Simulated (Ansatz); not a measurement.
P$_{3}$N$_{5}$ in space group C2/c (No. 15; Pearson symbol mS32), r²SCAN (plane waves, PAW; program Ansatz). The conduction-band minimum lies at V2, with 2 equivalent valleys. Second derivatives d²E/dk² of the lowest band at one valley (eV·Å²), along Cartesian directions:

```csv
direction,d²E/dk²
[100],15.11
[010],8.409
[001],2.220
[110],5.480
[101],9.464
[011],5.468
```

Problem. Find the principal effective masses, the density-of-states mass and the conductivity mass.

Solution. Off-diagonal terms follow from H_xy = H[110] − (H_xx + H_yy)/2, and m*/mₑ = 7.620 eV·Å² over each eigenvalue: 0.40, 1.6, 3.7. One valley's DOS mass (m₁m₂m₃)^(1/3) = 1.3, conductivity mass 3/(Σ 1/mᵢ) = 0.89 mₑ.

Problem. What effective density of states Nc follows at 300 K for parabolic valleys?

Solution. Nc = 2.509e19 × 2 × (1.3)^(3/2) ≈ 7.4e19 cm⁻³.

The workflow started from a Materials Project entry (that database holds measured and hypothetical structures alike); the Crystallography Open Database copy checked does not list it. Its standing as an ambient phase is unchecked. Symmetry was held in the r²SCAN relaxation; whether a distortion lowers the energy is not shown.

Potentials: the later of the program's two PAW sets.

Edges and masses are those of Kohn–Sham bands, whose gap is no quasiparticle gap.
